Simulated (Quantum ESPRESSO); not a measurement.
# Zr4TiPt2Sc: one run as intended and one with a planted mistake

Computed values, not a measurement. The program is pw.x of Quantum ESPRESSO 7.5 (plane-wave density functional theory). The cell is made up: eight metal atoms on a hexagonal close-packed lattice, with elements, volume, strain and displacements drawn at random and not relaxed, so it may be unstable or far from any real phase. PseudoDojo standard norm-conserving files set the functional (PBE unless stated); there is no spin polarisation or spin-orbit coupling, the Fermi-Dirac width of 0.25 eV means electrons at about 2900 K, and the masses in the input are unused placeholders. Heavy elements are run without spin-orbit coupling, which real alloys of them have. A spin test at this wide smearing found no moment, but such smearing suppresses magnetism that the real alloy may have.

Intended input:

```
&control calculation='scf', pseudo_dir='./dojo.nc.sr.pbe.v0_5.standard.upf', outdir='./o', disk_io='minimal', tprnfor=.true., tstress=.true. /
&system ibrav=0, nat=8, ntyp=4, nbnd=72, ecutwfc=84.00895049, nosym=.true., tot_charge=0,
 occupations='smearing', smearing='fd', degauss=0.0183746611
/
&electrons conv_thr=1.470e-08, electron_maxstep=70, mixing_beta=0.5 /
ATOMIC_SPECIES
Pt 1.0 Pt.upf
Sc 1.0 Sc.upf
Ti 1.0 Ti.upf
Zr 1.0 Zr.upf
CELL_PARAMETERS angstrom
-3.0777 0.0102 -0.0486
-0.0176 5.2619 -0.0261
1.3916 -2.5876 -9.5653
ATOMIC_POSITIONS angstrom
Zr -0.0573 0.0448 -0.0788
Ti -0.0226 1.8082 -2.3629
Zr -0.0868 0.0014 -4.7335
Pt -0.1675 1.8978 -7.2165
Zr -1.6163 2.6669 -0.1245
Zr -1.5344 4.3415 -2.5059
Pt -1.575 2.7364 -4.8303
Sc -1.678 -0.9109 -7.2393
K_POINTS automatic
8 5 3 1 1 1
```

The log is shortened where brackets say so; the opening notice, blank lines, dates and the lines on written files are dropped, and the path of the files is cut. It prints rydbergs, bohrs and kilobars, and counts compression as positive stress. Its total energy is the free energy E - TS of the whole cell.

Log of the intended run:

```
     Program PWSCF v.7.5
     Parallel version (MPI & OpenMP), running on       4 processor cores
     Number of MPI processes:                 4
     Threads/MPI process:                     1
     [start-up lines left out]
     bravais-lattice index     =            0
     lattice parameter (alat)  =       5.8168  a.u.
     unit-cell volume          =    1049.1309 (a.u.)^3
     number of atoms/cell      =            8
     number of atomic types    =            4
     number of electrons       =       107.00
     number of Kohn-Sham states=           72
     kinetic-energy cutoff     =      84.0090  Ry
     charge density cutoff     =     336.0358  Ry
     scf convergence threshold =      1.5E-08
     mixing beta               =       0.5000
     number of iterations used =            8  plain     mixing
     Exchange-correlation= PBE
                           (   1   4   3   4   0   0   0)
     [axes and pseudopotential details left out]
   Cartesian axes
     site n.     atom                  positions (alat units)
         1        Zr     tau(   1) = (  -0.0186154   0.0145544  -0.0256002  )
         2        Ti     tau(   2) = (  -0.0073422   0.5874402  -0.7676487  )
         3        Zr     tau(   3) = (  -0.0281992   0.0004548  -1.5377990  )
         4        Pt     tau(   4) = (  -0.0544167   0.6165491  -2.3444653  )
         5        Zr     tau(   5) = (  -0.5250965   0.8664109  -0.0404470  )
         6        Zr     tau(   6) = (  -0.4984892   1.4104477  -0.8141059  )
         7        Pt     tau(   7) = (  -0.5116792   0.8889898  -1.5692470  )
         8        Sc     tau(   8) = (  -0.5451414  -0.2959292  -2.3518725  )
     number of k points=    60  Fermi-Dirac smearing, width (Ry)=  0.0184
                       cart. coord. in units 2pi/alat
        k(    1) = (  -0.0610816   0.0579058  -0.0781842), wk =   0.0333333
        k(    2) = (  -0.0644536   0.0589548   0.1355739), wk =   0.0333333
     [further k points left out]
     Dense  grid:   109077 G-vectors     FFT dimensions: (  36,  60, 120)
     Estimated max dynamical RAM per process >     423.96 MB
     Estimated total dynamical RAM >       1.58 GB
     Initial potential from superposition of free atoms
     starting charge     106.9860, renormalised to     107.0000
     Starting wfcs are   80 randomized atomic wfcs
     total cpu time spent up to now is        5.5 secs
     per-process dynamical memory:   340.7 Mb
     Self-consistent Calculation
     iteration #  1     ecut=    84.01 Ry     beta= 0.50
     Davidson diagonalization with overlap
     ethr =  1.00E-02,  avg # of iterations =  2.5
     total cpu time spent up to now is       16.5 secs
     total energy              =   -1134.53073361 Ry
     estimated scf accuracy    <      12.41160044 Ry
     iteration #  2     ecut=    84.01 Ry     beta= 0.50
     Davidson diagonalization with overlap
     ethr =  1.00E-02,  avg # of iterations =  5.4
     total cpu time spent up to now is       30.8 secs
     total energy              =   -1137.51815994 Ry
     estimated scf accuracy    <     164.08228459 Ry
     [iterations 3 to 20 left out]
     iteration # 21     ecut=    84.01 Ry     beta= 0.50
     Davidson diagonalization with overlap
     ethr =  2.37E-11,  avg # of iterations =  2.2
     total cpu time spent up to now is      218.2 secs
     total energy              =   -1143.02710431 Ry
     estimated scf accuracy    <       0.00000002 Ry
     iteration # 22     ecut=    84.01 Ry     beta= 0.50
     Davidson diagonalization with overlap
     ethr =  1.89E-11,  avg # of iterations =  1.4
     total cpu time spent up to now is      226.6 secs
     End of self-consistent calculation
     [lines on levels left out]
!    total energy              =   -1143.02710430 Ry
     estimated scf accuracy    <       0.00000001 Ry
     smearing contrib. (-TS)   =      -0.13919513 Ry
     internal energy E=F+TS    =   -1142.88790917 Ry
     The total energy is F=E-TS. E is the sum of the following terms:
     one-electron contribution =    -324.61043564 Ry
     hartree contribution      =     210.35744368 Ry
     xc contribution           =    -209.26660268 Ry
     ewald contribution        =    -819.36831453 Ry
     convergence has been achieved in  22 iterations
     Forces acting on atoms (cartesian axes, Ry/au):
     atom    1 type  4   force =     0.00111860   -0.01061602    0.04830499
     atom    2 type  3   force =     0.00273687   -0.00842333   -0.05865171
     atom    3 type  4   force =     0.00438037    0.03294504   -0.04560898
     atom    4 type  1   force =     0.00122102   -0.02110230   -0.01055241
     atom    5 type  4   force =     0.00214539    0.00283676    0.01488122
     atom    6 type  4   force =    -0.00644136    0.01429807    0.00885530
     atom    7 type  1   force =    -0.00451137   -0.01701798    0.01051872
     atom    8 type  2   force =    -0.00064952    0.00707976    0.03225287
     Total force =     0.108529     Total SCF correction =     0.000628
     Computing stress (Cartesian axis) and pressure
          total   stress  (Ry/bohr**3)                   (kbar)     P=       49.04
   0.00035150   0.00004056  -0.00004441           51.71        5.97       -6.53
   0.00004056   0.00005328   0.00007096            5.97        7.84       10.44
  -0.00004441   0.00007096   0.00059533           -6.53       10.44       87.58
     init_run     :      5.22s CPU      5.39s WALL (       1 calls)
     electrons    :    216.58s CPU    221.12s WALL (       1 calls)
     forces       :      1.76s CPU      1.78s WALL (       1 calls)
     stress       :      6.21s CPU      6.21s WALL (       1 calls)
     [timing details left out]
     PWSCF        :   3m49.84s CPU   3m54.62s WALL
     JOB DONE.
```

A second run has one planted mistake: the cell and the positions are scaled by a wrong factor. The input lines that differ:

```
- -3.0777 0.0102 -0.0486
- -0.0176 5.2619 -0.0261
- 1.3916 -2.5876 -9.5653
+ -3.1076 0.0103 -0.0491
+ -0.0178 5.3129 -0.0264
+ 1.4051 -2.6127 -9.6581
- Zr -0.0573 0.0448 -0.0788
- Ti -0.0226 1.8082 -2.3629
- Zr -0.0868 0.0014 -4.7335
- Pt -0.1675 1.8978 -7.2165
- Zr -1.6163 2.6669 -0.1245
- Zr -1.5344 4.3415 -2.5059
- Pt -1.575 2.7364 -4.8303
- Sc -1.678 -0.9109 -7.2393
+ Zr -0.0579 0.0452 -0.0796
+ Ti -0.0228 1.8257 -2.3858
+ Zr -0.0876 0.0014 -4.7794
+ Pt -0.1691 1.9162 -7.2865
+ Zr -1.632 2.6928 -0.1257
+ Zr -1.5493 4.3836 -2.5302
+ Pt -1.5903 2.7629 -4.8772
+ Sc -1.6943 -0.9197 -7.3095
```

Its log:

```
     Program PWSCF v.7.5
     Parallel version (MPI & OpenMP), running on       4 processor cores
     Number of MPI processes:                 4
     Threads/MPI process:                     1
     [start-up lines left out]
     bravais-lattice index     =            0
     lattice parameter (alat)  =       5.8733  a.u.
     unit-cell volume          =    1079.9713 (a.u.)^3
     number of atoms/cell      =            8
     number of atomic types    =            4
     number of electrons       =       107.00
     number of Kohn-Sham states=           72
     kinetic-energy cutoff     =      84.0090  Ry
     charge density cutoff     =     336.0358  Ry
     scf convergence threshold =      1.5E-08
     mixing beta               =       0.5000
     number of iterations used =            8  plain     mixing
     Exchange-correlation= PBE
                           (   1   4   3   4   0   0   0)
     [axes and pseudopotential details left out]
   Cartesian axes
     site n.     atom                  positions (alat units)
         1        Zr     tau(   1) = (  -0.0186293   0.0145431  -0.0256113  )
         2        Ti     tau(   2) = (  -0.0073359   0.5874186  -0.7676307  )
         3        Zr     tau(   3) = (  -0.0281853   0.0004504  -1.5377710  )
         4        Pt     tau(   4) = (  -0.0544079   0.6165370  -2.3444300  )
         5        Zr     tau(   5) = (  -0.5250957   0.8664079  -0.0404440  )
         6        Zr     tau(   6) = (  -0.4984870   1.4104225  -0.8140914  )
         7        Pt     tau(   7) = (  -0.5116787   0.8889626  -1.5692382  )
         8        Sc     tau(   8) = (  -0.5451407  -0.2959133  -2.3518302  )
     number of k points=    60  Fermi-Dirac smearing, width (Ry)=  0.0184
                       cart. coord. in units 2pi/alat
        k(    1) = (  -0.0610809   0.0579061  -0.0781848), wk =   0.0333333
        k(    2) = (  -0.0644548   0.0589570   0.1355753), wk =   0.0333333
     [further k points left out]
     Dense  grid:   112303 G-vectors     FFT dimensions: (  36,  60, 120)
     Estimated max dynamical RAM per process >     435.46 MB
     Estimated total dynamical RAM >       1.62 GB
     Initial potential from superposition of free atoms
     starting charge     106.9860, renormalised to     107.0000
     Starting wfcs are   80 randomized atomic wfcs
     total cpu time spent up to now is        5.4 secs
     per-process dynamical memory:   349.7 Mb
     Self-consistent Calculation
     iteration #  1     ecut=    84.01 Ry     beta= 0.50
     Davidson diagonalization with overlap
     ethr =  1.00E-02,  avg # of iterations =  2.5
     total cpu time spent up to now is       16.1 secs
     total energy              =   -1135.04992461 Ry
     estimated scf accuracy    <      11.65761164 Ry
     iteration #  2     ecut=    84.01 Ry     beta= 0.50
     Davidson diagonalization with overlap
     ethr =  1.00E-02,  avg # of iterations =  5.3
     total cpu time spent up to now is       30.1 secs
     total energy              =   -1137.67580618 Ry
     estimated scf accuracy    <     160.01652897 Ry
     [iterations 3 to 19 left out]
     iteration # 20     ecut=    84.01 Ry     beta= 0.50
     Davidson diagonalization with overlap
     ethr =  3.61E-11,  avg # of iterations =  3.5
     total cpu time spent up to now is      213.6 secs
     total energy              =   -1143.03378262 Ry
     estimated scf accuracy    <       0.00000002 Ry
     iteration # 21     ecut=    84.01 Ry     beta= 0.50
     Davidson diagonalization with overlap
     ethr =  1.42E-11,  avg # of iterations =  3.0
     total cpu time spent up to now is      223.1 secs
     End of self-consistent calculation
     [lines on levels left out]
!    total energy              =   -1143.03378262 Ry
     estimated scf accuracy    <          2.9E-09 Ry
     smearing contrib. (-TS)   =      -0.14319502 Ry
     internal energy E=F+TS    =   -1142.89058760 Ry
     The total energy is F=E-TS. E is the sum of the following terms:
     one-electron contribution =    -336.34739633 Ry
     hartree contribution      =     214.01963440 Ry
     xc contribution           =    -209.06869448 Ry
     ewald contribution        =    -811.49413118 Ry
     convergence has been achieved in  21 iterations
     Forces acting on atoms (cartesian axes, Ry/au):
     atom    1 type  4   force =     0.00091285   -0.01000765    0.04632897
     atom    2 type  3   force =     0.00255603   -0.00808146   -0.05446998
     atom    3 type  4   force =     0.00409737    0.02997665   -0.04267195
     atom    4 type  1   force =     0.00088100   -0.01775333   -0.01168589
     atom    5 type  4   force =     0.00247572    0.00276649    0.01189767
     atom    6 type  4   force =    -0.00671937    0.01211390    0.00765633
     atom    7 type  1   force =    -0.00361917   -0.01215231    0.01136333
     atom    8 type  2   force =    -0.00058442    0.00313773    0.03158152
     Total force =     0.100888     Total SCF correction =     0.000171
     Computing stress (Cartesian axis) and pressure
          total   stress  (Ry/bohr**3)                   (kbar)     P=       15.21
   0.00014191   0.00003809  -0.00004049           20.88        5.60       -5.96
   0.00003809  -0.00017478   0.00006710            5.60      -25.71        9.87
  -0.00004049   0.00006710   0.00034305           -5.96        9.87       50.46
     init_run     :      5.09s CPU      5.25s WALL (       1 calls)
     electrons    :    213.26s CPU    217.78s WALL (       1 calls)
     forces       :      1.82s CPU      1.83s WALL (       1 calls)
     stress       :      6.48s CPU      6.49s WALL (       1 calls)
     [timing details left out]
     PWSCF        :   3m46.77s CPU   3m51.51s WALL
     JOB DONE.
```

|  | intended run | run with the mistake |
| --- | --- | --- |
| free energy (eV) | -15551.676 | -15551.767 |
| entropy term -TS, part of it (eV) | -1.894 | -1.948 |
| pressure (GPa) | 4.90 | 1.52 |
| size of the largest force component (eV/Å) | 1.508 | 1.400 |
| largest change of a force component (eV/Å) |  | 0.125 |
| iterations | 22 | 21 |

For scale, a rerun of the intended cell at a higher cutoff and on a denser mesh moved values by no more than 0.004 eV in energy, 0.03 GPa in stress and 0.006 eV/Å in force, and a second program with other atomic files agreed on that cell to 2 % rms in force and 0.5 GPa in pressure.